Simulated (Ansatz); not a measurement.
**Calculated with Ansatz: MgCdRe$_{6}$H$_{2}$, single run**

Input:

```yaml
crystal:
  lattice:
    - [2.672966, 4.629709, 0.0]
    - [-2.672966, 4.629709, 0.0]
    - [0.0, -3.086473, 5.834609]
  atoms:
    - { symbol: Cd, position: [0.0, 0.0, 0.0] }
    - { symbol: Mg, position: [0.5, 0.5, 0.5] }
    - { symbol: H, position: [0.2435, 0.2435, 0.7305] }
    - { symbol: H, position: [0.7565, 0.7565, 0.2695] }
    - { symbol: Re, position: [0.7618, 0.7662, 0.8367] }
    - { symbol: Re, position: [0.3087, 0.7618, 0.8367] }
    - { symbol: Re, position: [0.7662, 0.3087, 0.8367] }
    - { symbol: Re, position: [0.2382, 0.2338, 0.1633] }
    - { symbol: Re, position: [0.6913, 0.2382, 0.1633] }
    - { symbol: Re, position: [0.2338, 0.6913, 0.1633] }
  symmetry: { tolerance: 0.0003 }
kpoints:
  mp_grid: { grid: [4, 4, 4], shift: [0, 0, 0] }
magnetization:
  spin_polarized: false
scf:
  occupations: { method: gaussian, width: 0.1337 }
hamiltonian:
  pseudopotentials: { kind: paw }
  xc: pbesol
basis:
  ecutwfc: 420
output:
  forces: true
  stress: true
  eigenvalues: true
total_charge: -1
```

The command:

```bash
ansatz run input.yaml --threads 1 --pin off --max-ram 2560MiB --backend cpu --events-out ev --progress --plain --runs-dir out
```

Origin of the cell: a known structure type with other elements, at an estimated volume, so it need not be a known compound.

Output (shortened):

```
Warning: crystal.lattice misses the space group found at crystal.symmetry.tolerance 3.0e-4 in a digit that the deck types, which is why this is a warning: making the lattice exact moves one o […]
Pseudopotentials: kind: paw
Pseudopotential: Cd, paw, valence charge 20, recommended cutoff 420 eV (normal), Cd.paw.azcp
Pseudopotential: Mg, paw, valence charge 10, recommended cutoff 420 eV (normal), Mg.paw.azcp
Pseudopotential: H, paw, valence charge 1, recommended cutoff 420 eV (normal), H.paw.azcp
Pseudopotential: Re, paw, valence charge 15, recommended cutoff 420 eV (normal), Re.paw.azcp
Functional definition: PBEsol
  exchange = pbesol_x
  correlation = pbesol_c
Crystal: 10 atoms, lattice volume = 144.407 Å³
Basis set: ecut = 420 eV, 2797 PW (Γ), exchange–correlation on 72×72×90 points (8 copies of the dense FFT grid, shifted against one another)
Bands: 74, of which v1, the nominal top of the filled ones, is band 62 counted from 1 (61 counted from 0)
Symmetry: 6 space group operations
Space group: R-3 (ITA 148), of the structure as read, at distance tolerance 1.6e-3 Å
[… 12 lines left out …]
Initial density: superposition of atomic densities (neutral atoms scaled as one to the charged cell's electrons: chi_scale 0, normalization atom), corrected by the library's trained network
Functional: x = pbesol(κ = 0.804, μ = 0.123457), c = pbesol(β = 0.046)
SCF iter   1: F=—  HF=-74476.970293 eV  Δρ=4.48e-2  dr2=8.13e0
SCF iter   2: F=—  HF=-74476.041181 eV  Δρ=2.79e-2  dr2=2.09e0  defer=44
SCF iter   3: F=—  HF=-74475.606975 eV  Δρ=9.41e-3  dr2=3.04e-1  defer=44
SCF iter   4: F=—  HF=-74475.540572 eV  Δρ=2.97e-3  dr2=2.02e-2  defer=44
SCF iter   5: F=—  HF=-74475.536192 eV  Δρ=6.68e-4  dr2=7.38e-4  defer=44
SCF iter   6: F=—  HF=-74475.536137 eV  Δρ=2.34e-4  dr2=9.10e-5  defer=44
SCF iter   7: F=—  HF=-74475.536098 eV  Δρ=6.54e-5  dr2=7.23e-6  defer=44
SCF iter   8: F=—  HF=-74475.536098 eV  Δρ=2.40e-5  dr2=6.90e-7  defer=44
SCF iter   9: F=-74475.536098 eV  HF=-74475.536098 eV  Δρ=6.99e-6  dr2=5.67e-8
SCF 1 converged in 9 iterations: F = -74475.536098 eV  dr2 = 5.67e-8
SCF converged after 9 iterations
Free energy (F): -74475.536098 eV
Harris-Foulkes:  -74475.536098 eV  (|F-HF|=1.79e-8)
Internal energy: -74475.459024 eV  (E = F + TS)
E sigma→0 (E₀):  -74475.497561 eV
Entropy (-TS):   -0.077074 eV (-7.707 meV/atom)
Fermi energy:    17.457418 eV
--- Per-component energies (eV) ---
  E_band       = -1694.260045
  E_kinetic    = 4006.625309
  E_local      = -17466.066679  (includes V_loc(G=0)·N_el)
  E_nonlocal   = 486.519501
  E_hartree    = 7450.102859
  E_xc         = -2666.383458
  E_vxc        = -2154.073378  (∫ρ·V_xc dr)
  E_paw        = -55504.836501  (= ΣΔE_a)
  E_vpaw       = -1467.469624  (= ΣTr[D̂ρ^β])
  E_aug_tail   = -0.002035  (compensation charges beyond the density's cutoff)
  E_ewald      = -10783.218411
  E_core_change = 1.800391  (= ΣΔE_core)
  E_smearing   = -0.077074  (= −TS)
  E_deformation_potential = -24.667678  (in the stress; not in F)
  Σ components = -74475.536098   (vs F -74475.536098, Δ=0.00e0)
--- Forces (eV/Å), atoms counted from 1 ---
  atom   1  Cd    -0.000000     0.000000     0.000000
  atom   2  Mg     0.000000     0.000000     0.000000
  atom   3  H     -0.000000    -0.000000     0.040265
  atom   4  H      0.000000     0.000000    -0.040265
  atom   5  Re    -0.210177   -19.021482   -12.068595
  atom   6  Re    16.578175     9.328723   -12.068594
  atom   7  Re   -16.367998     9.692760   -12.068594
  atom   8  Re     0.210177    19.021482    12.068595
  atom   9  Re   -16.578175    -9.328723    12.068594
  atom  10  Re    16.367998    -9.692760    12.068594
  max |Σ_I F_I| component: 5.33e-15 eV/Å
--- Stress (GPa, compression-positive) ---
      140.412477      -0.000000       0.000000
        0.000000     140.412477       0.000001
        0.000000       0.000001     107.007487
  P = ⅓ Tr σ = 129.2775 GPa (1292.775 kbar)
```

Caveats: charged cell with a uniform background, whose pressure depends on convention; no moments, though an odd count or open d shells may carry them; no spin-orbit coupling, though heavy elements are present; the given cell is far from equilibrium, with atoms too close or a volume far off; the k mesh is coarse if the cell is a metal.

It ran for 11 s on 1 thread of Arm Neoverse V1, on a shared host, peak memory 0.47 GiB, from the program's own first density.
